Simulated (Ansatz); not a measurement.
CdTe:
```cif
data_CdTe
_chemical_formula_sum 'Te1 Cd1'
_space_group_name_H-M_alt 'P 1'
_space_group_IT_number 1
_cell_length_a 4.58844
_cell_length_b 4.58844
_cell_length_c 4.58844
_cell_angle_alpha 60.000
_cell_angle_beta 60.000
_cell_angle_gamma 60.000
loop_
_space_group_symop_operation_xyz
  'x, y, z'
loop_
_atom_site_label
_atom_site_type_symbol
_atom_site_fract_x
_atom_site_fract_y
_atom_site_fract_z
_atom_site_occupancy
Te1 Te 0.75000 0.75000 0.75000 1
Cd1 Cd 0.00000 0.00000 0.00000 1
```

Relaxed with PBEsol. Independent-particle spectrum: no excitons, no local fields, no scissors shift; 0.1 eV broadening; ε₁ of the summed bands alone.

**Question.** Tabulate the dielectric function from PBEsol (plane waves, PAW; program Ansatz).

**Answer.** 

| E (eV) | ε₁ xx | ε₂ xx |
|---|---|---|
| 0.0 | 9.46 | 0.00 |
| 0.4 | 9.73 | 0.00 |
| 0.8 | 10.48 | 1.09 |
| 1.2 | 10.25 | 1.75 |
| 1.6 | 10.58 | 2.21 |
| 2.0 | 11.53 | 2.93 |
| 2.4 | 14.01 | 6.33 |
| 2.8 | 7.92 | 9.35 |
| 3.2 | 6.67 | 7.64 |
| 3.6 | 7.24 | 6.97 |
| 4.0 | 9.91 | 8.22 |
| 4.4 | 3.39 | 21.90 |
| 4.8 | -3.44 | 10.05 |
| 5.2 | -1.25 | 6.72 |
| 5.6 | 1.63 | 8.71 |
| 6.0 | -3.30 | 7.95 |
| 6.4 | -3.61 | 5.37 |
| 6.8 | -2.94 | 4.27 |
| 7.2 | -3.30 | 3.47 |
| 7.6 | -2.71 | 2.09 |
| 8.0 | -1.84 | 1.99 |
| 8.4 | -1.58 | 1.54 |
| 8.8 | -1.34 | 1.47 |
| 9.2 | -1.10 | 1.28 |
| 9.6 | -0.96 | 1.10 |
| 10.0 | -0.66 | 0.96 |
| 10.4 | -0.53 | 0.93 |
| 10.8 | -0.35 | 0.92 |
| 11.2 | -0.47 | 0.89 |
| 11.6 | -0.34 | 0.65 |
| 12.0 | -0.07 | 0.60 |

**Question.** From ε at 2.6 eV (xx: 10.81 + 10.37i), find n, k, the normal reflectivity and the absorption coefficient.

**Answer.** n = 3.59, k = 1.444, R = 38 %, α = 2kE/ħc = 380000 cm⁻¹.

With all bands, ε∞ without local fields is 9.61. DFPT, with local fields, gives 9.06.

Space group F-43m (zinc blende). The PBEsol relaxation kept the symmetry of its start. Spin–orbit coupling is left out wherever it is not named.

Potentials: the later of the program's two PAW sets.
